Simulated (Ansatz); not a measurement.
BaGe$_{3}$Pt:
Space group I4mm (No. 107); a = 4.550 Å, b = 4.550 Å, c = 10.190 Å, α = 90.00°, β = 90.00°, γ = 90.00°

```
atom  site  symmetry       x       y       z
----  ----  --------  ------  ------  ------
Ba      2a       4mm  0.0000  0.0000  0.9992
Pt      2a       4mm  0.0000  0.0000  0.6477
Ge      2a       4mm  0.0000  0.0000  0.4006
Ge      4b      2mm.  0.0000  0.5000  0.2541
```
(The calculation used a cell of 5 atoms; values per cell refer to that cell.)

This is the PBEsol-relaxed structure.

All from PBEsol (plane waves, PAW; program Ansatz), unless another level is named. Give the electronic character.

metallic (no gap).

Next, the formation energy from the elements (no fitted shifts)?

-68 kJ/mol-atom.

And the density of states at the Fermi level?

0.30 states/eV per atom (mean over ±0.08 eV).

And the gap with spin–orbit coupling?

none (metallic).

The workflow started from an entry of the Crystallography Open Database (COD, 293 K). Its standing as an ambient phase is unchecked. The PBEsol relaxation kept the symmetry of its start; its stability against distortions is not shown here. The run is not spin-polarised. The references are the lowest solids computed at this level, not always the standard phases. Spin–orbit coupling is left out wherever it is not named.

Potentials: the later of the program's two PAW sets.
